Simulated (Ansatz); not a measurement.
C:
```cif
data_C6
_chemical_formula_sum 'C6'
_space_group_name_H-M_alt 'P6122'
_space_group_IT_number 178
_space_group_name_Hall 'P 61 2 (0 0 5)'
_cell_length_a 3.55662
_cell_length_b 3.55662
_cell_length_c 3.35744
_cell_angle_alpha 90.000
_cell_angle_beta 90.000
_cell_angle_gamma 120.000
loop_
_atom_site_label
_atom_site_type_symbol
_atom_site_symmetry_multiplicity
_atom_site_Wyckoff_symbol
_atom_site_fract_x
_atom_site_fract_y
_atom_site_fract_z
_atom_site_occupancy
C1 C 6 b 0.46480 0.23240 0.08333 1
```

Relaxed with PBEsol.

**Question.** Decompose the optical modes at the zone centre into irreducible representations, and say which are infrared and Raman allowed.

**Answer.** Point group 622: Γ_opt = A1 + A2 + 2B1 + B2 + 2E1 + 3E2. Infrared: A2, E1. Raman: A1, E1, E2.

**Question.** Assign frequencies (DFPT, PBEsol in the plane-wave PAW code Ansatz).

**Answer.** E2 820, B1 839, A2 884, A1 1020, E1 1075, E2 1082, E1 1154, B1 1168, E2 1213, B2 1227 cm⁻¹.

Subscripts of B labels follow the axes of the standard setting.

Space group P6_122. The start of the workflow was typed in or built on a structure type; neither database checked (COD, Materials Project) lists it. It is not the phase usual at ambient conditions (space group No. 194, 227). Symmetry was held in the PBEsol relaxation; whether a distortion lowers the energy is not shown.

Potentials: the later of the program's two PAW sets.
